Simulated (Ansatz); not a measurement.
Sensitivity of the gradients in WS2 with nitrogen replacing W to the input

Cell: a supercell of WS2 (space group P6_3/mmc) built from a COD entry (the entry's cell lengths or inner coordinates differ somewhat from later room-temperature determinations), with all atoms left at the host's positions.

```cif
data_structure
_symmetry_space_group_name_H-M 'P 1'
_symmetry_Int_Tables_number 1
_cell_length_a 6.3600
_cell_length_b 9.5400
_cell_length_c 12.5000
_cell_angle_alpha 90.000
_cell_angle_beta 90.000
_cell_angle_gamma 120.000
_cell_volume 656.82
loop_
_atom_site_label
_atom_site_type_symbol
_atom_site_fract_x
_atom_site_fract_y
_atom_site_fract_z
_atom_site_occupancy
N1 N 0.16667 0.22222 0.25000 1
W2 W 0.16667 0.55556 0.25000 1
W3 W 0.16667 0.88889 0.25000 1
W4 W 0.66667 0.22222 0.25000 1
W5 W 0.66667 0.55556 0.25000 1
W6 W 0.66667 0.88889 0.25000 1
W7 W 0.33333 0.11111 0.75000 1
W8 W 0.33333 0.44444 0.75000 1
W9 W 0.33333 0.77778 0.75000 1
W10 W 0.83333 0.11111 0.75000 1
W11 W 0.83333 0.44444 0.75000 1
W12 W 0.83333 0.77778 0.75000 1
S13 S 0.16667 0.22222 0.62500 1
S14 S 0.16667 0.55556 0.62500 1
S15 S 0.16667 0.88889 0.62500 1
S16 S 0.66667 0.22222 0.62500 1
S17 S 0.66667 0.55556 0.62500 1
S18 S 0.66667 0.88889 0.62500 1
S19 S 0.33333 0.11111 0.12500 1
S20 S 0.33333 0.44444 0.12500 1
S21 S 0.33333 0.77778 0.12500 1
S22 S 0.83333 0.11111 0.12500 1
S23 S 0.83333 0.44444 0.12500 1
S24 S 0.83333 0.77778 0.12500 1
S25 S 0.16667 0.22222 0.87500 1
S26 S 0.16667 0.55556 0.87500 1
S27 S 0.16667 0.88889 0.87500 1
S28 S 0.66667 0.22222 0.87500 1
S29 S 0.66667 0.55556 0.87500 1
S30 S 0.66667 0.88889 0.87500 1
S31 S 0.33333 0.11111 0.37500 1
S32 S 0.33333 0.44444 0.37500 1
S33 S 0.33333 0.77778 0.37500 1
S34 S 0.83333 0.11111 0.37500 1
S35 S 0.83333 0.44444 0.37500 1
S36 S 0.83333 0.77778 0.37500 1
```

Atom numbers follow the list; atoms alike are taken as one site, whose name carries the number of the first.

Reference run. Method: Kohn–Sham DFT in Ansatz, PBE, plane waves and PAW, scalar-relativistic, 420 eV cutoff, Γ-centred 4×3×2 k-points, Fermi–Dirac smearing 0.01 eV, cell charge +1.

(1) The input is changed as follows: `kpoints.mp_grid.grid`: [4, 3, 2] → [2, 2, 1]; `scf.n_extra_bands`: not typed → 1; `basis.xc_grid`: not typed → 1. What happens to V_zz (10²¹ V/m²) and η?

## Answers

(1) 

```json
{"site": "N", "atom": "1", "V_zz reference": "1.35", "η reference": "0.30", "V_zz changed": "1.58", "η changed": "0.76"}
{"site": "W2", "atom": "2", "V_zz reference": "-25.8", "η reference": "0.54", "V_zz changed": "-26.1", "η changed": "0.52"}
{"site": "W3", "atom": "3", "V_zz reference": "-24.2", "η reference": "0.54", "V_zz changed": "-24.6", "η changed": "0.71"}
{"site": "W4", "atom": "4", "V_zz reference": "-21.6", "η reference": "0.36", "V_zz changed": "-23.0", "η changed": "0.26"}
{"site": "W5", "atom": "5", "V_zz reference": "-24.7", "η reference": "0.51", "V_zz changed": "-25.2", "η changed": "0.52"}
{"site": "W6", "atom": "6", "V_zz reference": "-23.4", "η reference": "0.56", "V_zz changed": "-23.9", "η changed": "0.75"}
{"site": "W7", "atom": "7", "V_zz reference": "-16.93", "η reference": "0.01", "V_zz changed": "-17.53", "η changed": "0.05"}
{"site": "W10", "atom": "10", "V_zz reference": "-16.91", "η reference": "0.01", "V_zz changed": "-17.23", "η changed": "0.06"}
{"site": "S15", "atom": "15", "V_zz reference": "-4.29", "η reference": "0.01", "V_zz changed": "-4.50", "η changed": "0.02"}
{"site": "S19", "atom": "19", "V_zz reference": "6.43", "η reference": "0.60", "V_zz changed": "6.47", "η changed": "0.66"}
{"site": "S20", "atom": "20", "V_zz reference": "6.48", "η reference": "0.61", "V_zz changed": "6.29", "η changed": "0.62"}
{"site": "S22", "atom": "22", "V_zz reference": "6.65", "η reference": "0.56", "V_zz changed": "6.25", "η changed": "0.65"}
```

The largest change of V_zz is on W4, from -21.6 to -23.0. The whole tensor moves most on W6, by 2.72 along its most changed direction. In per cent, |V_zz| changes by +1 to +7 on W, -6 to +5 on S (all sites that start above 2). Where |V_zz| stays above 0.1 and the axes keep their order, η moves most on W6, from 0.56 to 0.75. On N V_xx and V_yy change places (or their axes turn by over 50°), so the two values of η hide a larger change. The table leaves out 12 of the 24 sites, with |V_zz| up to 17.22; their tensors move by 0.61 at most along any direction. The statements above cover all sites. SCF iterations: 16 and 24. In the changed run the k-mesh is coarser than the standard one, so its values aren't converged ones.

On the reference run: The run isn't spin-polarised, and a state with spin may lie lower. The defect repeats with the cell of 36 atoms, so it feels its images: sites between two images don't show the values beside a lone defect, and zeros or small values of η there can come from the images' arrangement. S and W carry a gradient in the pure host already, so the values there aren't the defect's effect alone. A uniform background compensates the cell's charge. The defect cell has no gap above 0.1 eV on its mesh, so the values can hang on the smearing and the k-mesh. Without spin–orbit coupling the gradients at and beside W can be off by some per cent, at some sites by more. The neighbours have not yet relaxed around the defect (largest force 0.97 eV/Å), so a real crystal will differ.
